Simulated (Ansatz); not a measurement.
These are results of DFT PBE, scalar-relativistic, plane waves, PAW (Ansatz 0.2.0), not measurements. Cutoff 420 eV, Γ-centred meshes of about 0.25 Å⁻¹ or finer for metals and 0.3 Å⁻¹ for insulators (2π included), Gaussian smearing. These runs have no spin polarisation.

A search over trial structures of MoH6 gave this relaxed cell.

```xyz
14
Lattice="2.8325 0.0000 0.0000 -1.4163 2.4530 0.0000 0.0000 0.0000 23.0629" Properties=species:S:1:pos:R:3 pbc="T T T"
H     0.0000    0.0000   20.8870
H     0.0000    0.0000    2.1759
H     1.4163    0.8177   14.9455
H     1.4163    0.8177   14.1982
H     0.0000    1.6354   17.9871
H     0.0000    1.6354   17.2395
H     0.0000    0.0000   11.1578
H     0.0000    0.0000   11.9051
H     1.4163    0.8177    5.0758
H     1.4163    0.8177    5.8234
H     0.0000    1.6354    8.1174
H     0.0000    1.6354    8.8647
Mo    1.4163    0.8177   21.9177
Mo    0.0000    1.6354    1.1452
```

Wave vectors count in units of this cell's reciprocal vectors.

Q: Does it survive phonon and random-displacement tests?

A: No. The phonons on a 3×3×1 q mesh of the computed 14-atom cell go imaginary, to 250i cm⁻¹ at q = (0.00, 0.00, 0.00). (Phonon run: 12×12×2 k mesh, Gaussian smearing of 0.10 eV.) With atoms moved at random and symmetry off, it falls by 22 meV/atom into P1 (No. 1). Conventional cell: a = 2.843 Å, b = 2.843 Å, c = 24.699 Å, α = 90.4°, β = 91.9°, γ = 118.5°. H on its first site has 3 Mo at 1.93–2.00 Å; around H on its second site lie 3 Mo at 1.93–2.00 Å; H on its third site is surrounded by 1 H at 0.75 Å; around Mo on its first site lie 3 H at 1.93–2.00 Å and 1 Mo at 2.40 Å; 10 more sites not described.

```cif
data_structure
_symmetry_space_group_name_H-M 'P1'
_symmetry_Int_Tables_number 1
_cell_length_a 2.8426
_cell_length_b 2.8432
_cell_length_c 24.6989
_cell_angle_alpha 90.423
_cell_angle_beta 91.949
_cell_angle_gamma 118.463
_cell_volume 175.32
loop_
_atom_site_label
_atom_site_type_symbol
_atom_site_symmetry_multiplicity
_atom_site_Wyckoff_symbol
_atom_site_fract_x
_atom_site_fract_y
_atom_site_fract_z
_atom_site_occupancy
H1 H 1 a 0.02636 0.92201 0.91378 1
H2 H 1 a 0.98786 0.07964 0.08754 1
H3 H 1 a 0.42029 0.71841 0.64219 1
H4 H 1 a 0.17810 0.55568 0.62405 1
H5 H 1 a 0.61932 0.38834 0.77820 1
H6 H 1 a 0.74631 0.27410 0.75989 1
H7 H 1 a 0.11368 0.14691 0.48899 1
H8 H 1 a 0.94640 0.92343 0.50712 1
H9 H 1 a 0.33608 0.56275 0.22386 1
H10 H 1 a 0.21425 0.68244 0.24219 1
H11 H 1 a 0.58752 0.27313 0.35622 1
H12 H 1 a 0.80961 0.47150 0.37465 1
Mo1 Mo 1 a 0.39304 0.58409 0.95577 1
Mo2 Mo 1 a 0.62118 0.41756 0.04555 1
```

Weakly bound directions are ill-defined at this level, which has no dispersion term. Phonons of metals hang on the k mesh and the smearing.
